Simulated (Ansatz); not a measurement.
YSi:
```yaml
crystal:
  lattice:
    - [3.53797, 0.00000, 0.00000]
    - [0.00000, 3.53797, 0.00000]
    - [0.00000, 0.00000, 3.53797]
  atoms:
    - { symbol: Y, position: [0.00000, 0.00000, 0.00000] }
    - { symbol: Si, position: [0.50000, 0.50000, 0.50000] }
```

Relaxed with PBE. Special points in fractions of this cell's reciprocal vectors: Γ (0.000, 0.000, 0.000); X (0.000, 0.500, 0.000); M (0.500, 0.500, 0.000); R (0.500, 0.500, 0.500).

Question: List the band energies nearest the Fermi level at these points for PBE (plane waves, PAW; program Ansatz).

Answer: In eV from the Fermi level; about four levels below and three above (degenerate sets whole), none deeper than 8.9 eV; points with the same levels are listed once.

| k | below | above |
|---|---|---|
| Γ | -0.97 -0.97 | 1.38 1.38 1.38 |
| X | -7.49 -4.94 -0.21 -0.21 | 0.16 4.26 4.81 |
| M | -7.30 -2.43 -2.43 -0.87 | 1.81 1.81 2.78 |
| R | -5.18 -3.70 -3.70 -3.70 | 3.55 3.55 3.55 |

Space group Pm-3m (CsCl type). The cell is a constructed one: a structure type filled with these elements; neither database checked (COD, Materials Project) lists it. Whether it is the stable phase at ambient conditions was not checked. The PBE relaxation kept the symmetry of its start; whether a distortion lowers the energy is not shown. The run is not spin-polarised. Scalar-relativistic: spin–orbit coupling is off unless named, which matters more the heavier the elements.

Potentials: the later of the program's two PAW sets.
